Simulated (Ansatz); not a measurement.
All numbers below come from DFT PBE, scalar-relativistic, plane waves, PAW (Ansatz 0.2.0). Settings: cutoff 420 eV, Γ-centred meshes spaced at most about 0.3 Å⁻¹, and about 0.25 Å⁻¹ or finer for metals (2π included), Gaussian smearing. No spin polarisation in the final relaxations.

These are static total energies at zero pressure.

Compare these two cells of Mg₃BeS, each relaxed at this level.

A.

```
Mg Be S
1.0
     3.95228    0.00000    0.00000
    -1.97614    3.42278    0.00000
     0.00000    0.00000    7.21111
Mg Be S
3 1 1
Direct
  0.66667 0.33333 0.28676
  0.66667 0.33333 0.71324
  0.00000 0.00000 0.00000
  0.33333 0.66667 0.00000
  0.00000 0.00000 0.50000
```

B.

```
Mg Be S
1.0
     4.82935    0.00000    0.00000
     0.00000    4.82935    0.00000
     0.00000    0.00000    4.98449
Mg Be S
3 1 1
Direct
  0.00000 0.50000 0.48641
  0.50000 0.50000 0.04545
  0.50000 0.00000 0.48641
  0.50000 0.50000 0.56030
  0.00000 0.00000 0.26333
```

**Question.** Which form is favoured at zero pressure, and by what margin per atom?

**Answer.** A is lower, by 157 meV/atom. A has space group P-6m2 (No. 187), 19.5 Å³/atom and no gap on its mesh; B has space group P4mm (No. 99), 23.3 Å³/atom and no gap. Counting Be or Mg atoms around S (for each partner element, those within 1.25 times its shortest distance or 1.15 times the sum of covalent radii, where it is the nearest in units of that sum or under 1.3), A has S 6 and B has S 4. The denser one is the lower, and pressure would at first widen the difference. Both come from invented guesses. A third cell relaxed alike, in P-31m, lies 91 meV/atom below the lower of the two.

Cells relaxed within their symmetry can be saddle points.
